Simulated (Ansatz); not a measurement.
GaSb:
```xyz
4
Lattice="4.3214 0.0000 0.0000 -2.1607 3.7425 0.0000 0.0000 0.0000 7.1250" Properties=species:S:1:pos:R:3 pbc="T T T"
Ga     2.1607     1.2475     3.5660
Ga     0.0000     2.4950     0.0035
Sb     2.1607     1.2475     6.2302
Sb     0.0000     2.4950     2.6676
```

Relaxed with r²SCAN.

Problem. Map the electron localisation function on the plane through (0.667, 0.333, 0.500) spanned by u = [0, 0, 1] and v = [1, -1, 0] in lattice vectors, from the program Ansatz at the r²SCAN level (PAW).

Solution. x is the fraction of u, y of v (the angle between them is 90°; rows are the nearest grid lines); atoms in the plane: Ga at (0.00, 0.00), Ga at (0.50, 0.67), Sb at (0.37, 0.00), Sb at (0.87, 0.67).
```
y \ x   0.000  0.0833  0.194  0.278  0.361  0.444  0.556  0.639  0.722  0.806  0.917   1.00
------  -----  ------  -----  -----  -----  -----  -----  -----  -----  -----  -----  -----
1.00    0.627   0.139  0.720  0.198  0.000  0.052  0.458  0.096  0.026  0.221  0.147  0.627
0.919   0.149   0.258  0.685  0.346  0.134  0.285  0.533  0.089  0.055  0.329  0.277  0.149
0.838   0.612   0.378  0.328  0.539  0.611  0.733  0.494  0.219  0.362  0.585  0.732  0.612
0.757   0.474   0.402  0.043  0.245  0.418  0.260  0.243  0.436  0.602  0.310  0.246  0.474
0.703   0.356   0.413  0.021  0.138  0.251  0.070  0.069  0.398  0.542  0.086  0.013  0.356
0.622   0.358   0.406  0.020  0.130  0.250  0.092  0.093  0.403  0.552  0.118  0.027  0.358
0.541   0.520   0.267  0.021  0.094  0.316  0.265  0.249  0.406  0.584  0.391  0.368  0.520
0.459   0.292   0.073  0.015  0.043  0.124  0.205  0.153  0.101  0.201  0.363  0.429  0.292
0.378   0.030   0.014  0.008  0.017  0.028  0.033  0.019  0.010  0.014  0.027  0.040  0.030
0.297   0.023   0.012  0.009  0.017  0.028  0.030  0.016  0.008  0.010  0.018  0.027  0.023
0.243   0.089   0.050  0.046  0.117  0.191  0.179  0.055  0.014  0.015  0.039  0.088  0.089
0.162   0.280   0.257  0.386  0.497  0.457  0.522  0.295  0.035  0.025  0.114  0.325  0.280
0.0811  0.154   0.263  0.690  0.354  0.143  0.285  0.486  0.073  0.029  0.212  0.256  0.154
0.000   0.627   0.139  0.720  0.198  0.000  0.052  0.458  0.096  0.026  0.221  0.147  0.627
```

The density is the valence pseudo-density with augmentation charge, so density and ELF within about 1 Å of a nucleus are not all-electron values.

Space group P6_3mc (wurtzite). The first step of the workflow began from a Materials Project structure, measured or hypothetical; the Crystallography Open Database copy checked does not list it. It is not the phase usual at ambient conditions (space group No. 216). The cell was relaxed with r²SCAN under the symmetry of its start; its stability against distortions is not shown here. Scalar-relativistic: spin–orbit coupling is off unless named, which matters more the heavier the elements.

Potentials: the later of the program's two PAW sets.
